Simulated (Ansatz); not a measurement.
**SnSe: do energies and stresses tell the same story?**

Computed with DFT LDA, scalar-relativistic, plane waves, PAW (Ansatz 0.2.0).

Settings: cutoff 420 eV, Γ-centred mesh 8×8×8 on the computed 2-atom cell, Gaussian smearing of 0.02 eV; no spin polarisation.

Relaxed cell: Fm-3m, a = 5.893 Å, b = 5.893 Å, c = 5.893 Å, α = 90.00°, β = 90.00°, γ = 90.00°, 2 atoms in the primitive cell. This rock-salt form isn't the usual stable structure of the compound.

Energies at zero smearing and pressures from the stress tensor, at volumes with shape and atoms relaxed:
```tsv
V (Å³/atom)	E − E(first) (meV/atom)	P (GPa)
24.050	0.00	4.25
24.817	-14.70	1.95
25.585	-19.21	-0.01
26.353	-15.03	-1.68
27.120	-3.47	-3.11
```

Problem. Check P = −dE/dV between neighbouring volumes, and get the bulk modulus from the pressures alone.

Solution. With 1 eV/Å³ = 160.2 GPa:
```tsv
middle V (Å³/atom)	−ΔE/ΔV (GPa)	mean P (GPa)
24.434	3.069	3.100
25.201	0.941	0.966
25.969	-0.871	-0.849
26.736	-2.413	-2.395
```

The two differ by 0.03 GPa at most. The mean of two end pressures misses the average over a step by about ΔV² P″/12, up to 0.03 GPa here; with that taken off 0.00 GPa remains. Around V = 25.585 Å³/atom, the two neighbours give B = −V ΔP/ΔV = 25.585 × 3.63 / 1.535 = 60.5 GPa, against B0 = 60.3 GPa from the Birch–Murnaghan fit of the energies.